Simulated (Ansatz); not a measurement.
All numbers below come from DFT PBE, scalar-relativistic, plane waves, PAW (Ansatz 0.2.0). All cells share a 420 eV cutoff and Γ-centred k meshes spaced at most about 0.3 Å⁻¹ (about 0.25 or finer for metals, 2π included). No spin polarisation in the final relaxations.

These are static total energies at zero pressure.

Two relaxed structures of HfSnSe4:

A.

Space group P6/mmm (No. 191). a = 4.891 Å, b = 4.891 Å, c = 10.421 Å, α = 90.00°, β = 90.00°, γ = 120.00°
```csv
atom,site,symmetry,x,y,z
Hf,1a,6/mmm,0.0000,0.0000,0.0000
Sn,1b,6/mmm,0.0000,0.0000,0.5000
Se,2e,6mm,0.0000,0.0000,0.7474
Se,2c,-6m2,0.3333,0.6667,0.0000
```

B.

Space group P6/mmm (No. 191). a = 4.950 Å, b = 4.950 Å, c = 6.198 Å, α = 90.00°, β = 90.00°, γ = 120.00°
```csv
atom,site,symmetry,x,y,z
Hf,1a,6/mmm,0.0000,0.0000,0.0000
Sn,1b,6/mmm,0.0000,0.0000,0.5000
Se,4h,3m.,0.3333,0.6667,0.7827
```

**Question.** Which would you expect to be lower, and how large is the difference?

**Answer.** A is lower, by 146 meV/atom. A has space group P6/mmm (No. 191), 36.0 Å³/atom and no gap on its mesh; B has space group P6/mmm (No. 191), 21.9 Å³/atom and no gap. Counting Se atoms around Hf and Sn (those within 1.25 times the shortest such distance or 1.15 times the sum of covalent radii; the shortest distance is added where it is long for a bond), A has Hf 8, Sn 2 and B has Hf 12, Sn 12 from 3.4 Å. The lower one is the more open, so pressure narrows the difference. In A, Hf has 2 Se at 2.63 Å and 6 Se at 2.82 Å; around Sn lie 2 Se at 2.58 Å; Se on a site of symmetry 6mm has 1 Sn at 2.58 Å and 1 Hf at 2.63 Å; 1 more site not described. In B, Hf is surrounded by 2 Sn at 3.10 Å and 12 Se at 3.16 Å; Sn has 2 Hf at 3.10 Å and 12 Se at 3.35 Å; Se is surrounded by 1 Se at 2.69 Å, 3 Se at 2.86 Å, 3 Hf at 3.16 Å, 3 Sn at 3.35 Å and 1 Se at 3.50 Å. Both come from invented guesses. A third cell relaxed alike, in P-3m1, lies 0.68 eV/atom below the lower of the two.

These runs have no spin–orbit coupling, which can matter for Hf. Cells relaxed within their symmetry can be saddle points.
